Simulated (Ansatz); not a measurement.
Relaxed-ion elastic tensor of CoSi in space group P-6m2 (No. 187; Co on 1a, Si on 1f) in GPa (Voigt order), DFT-PBEsol in the program Ansatz with PAW potentials; density 6.60 g/cm³, 10.95 Å³ per atom.

```
 273   152   172   0.0   0.0   0.0
 152   273   172   0.0   0.0   0.0
 172   172   478   0.0   0.0   0.0
 0.0   0.0   0.0   118   0.0   0.0
 0.0   0.0   0.0   0.0   118   0.0
 0.0   0.0   0.0   0.0   0.0  60.7
```

Is the crystal mechanically stable?

Yes: the smallest eigenvalue of C is 60.7 GPa.

Work out the Voigt, Reuss and Hill averages.

K_V = 224, K_R = 208, K_H = 216; G_V = 94.7, G_R = 84.5, G_H = 89.6 GPa.

Give Young's modulus, Poisson's ratio, Pugh's ratio and the universal anisotropy index.

E = 9KG/(3K + G) = 236 GPa; ν = 0.32; K/G = 2.41 (ductile by the Pugh limit of 1.75); A_U = 5G_V/G_R + K_V/K_R − 6 = 0.68.

Estimate the sound speeds and the Debye temperature.

v_l = √((K + 4G/3)/ρ) = 7130 m/s, v_t = √(G/ρ) = 3680 m/s, mean 4120 m/s; Θ = (h/k)(3n/4πV)^(1/3) v_m = 553 K.

How much does each axis shrink under pressure?

Linear compressibilities β_i = Σ_j S_ij (j = 1 to 3): x 2.1, y 2.1, z 0.57 per TPa.

A made-up cell: these elements were put on the sites of a structure type; neither database checked (COD, Materials Project) lists it. COD files the formula under space group No. 198, so this cell is another polymorph or a model. Whether it is the stable phase at ambient conditions was not checked. The PBEsol relaxation kept the symmetry of its start; its stability against distortions is not shown here. The workflow began spin-polarised and lost its moments. As this level gives no gap, shear constants depend on the k-mesh and smearing (Fermi–Dirac, 0.1 eV here). On the denser mesh and wider smearing of the elastic run this cell carries a stress of 0.9 GPa.

Potentials: the later of the program's two PAW sets.
